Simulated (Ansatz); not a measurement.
# Structures of GaMo$_{2}$: which is lowest?

Plane-wave DFT in Ansatz with scalar-relativistic PAW potentials, cutoff 420 eV, Γ-centred meshes chosen by cell and gap, Gaussian smearing with energies taken to zero width. Every cell was relaxed (cell and atoms) in a run of its own, within the symmetry of its start. Functional: PBE.

Relaxed structures (starts from databases or built by putting these elements on another compound's sites):
A. P6/mmm, 3 atoms in the computed cell, a = 4.550 Å, c = 2.660 Å; sites (symmetry × multiplicity) Ga 6/mmm × 1, Mo -6m2 × 2; start: built
B. Immm, 3 atoms in the computed cell, a = 2.673 Å, b = 4.785 Å, c = 7.466 Å; sites (symmetry × multiplicity) Ga mmm × 2, Mo mm2 × 4; start: built

Task: Rank them by energy. Could pressure change the order?

Result:
```csv
structure,group,E − E(lowest) (meV/atom),V (Å³/atom),gap on mesh (eV)
B,Immm,0.0,15.92,0.00
A,P6/mmm,159,15.90,0.00
```

B is lowest, 159 meV/atom under A. The two lowest differ in volume by under 3 %, too little for a first-order estimate of what pressure does to that pair (other pairs aren't weighed here); with rigid cells even 3 % in favour of the higher one would need about 53 GPa. Other structures may lie lower than all of these, and vibrations aren't counted.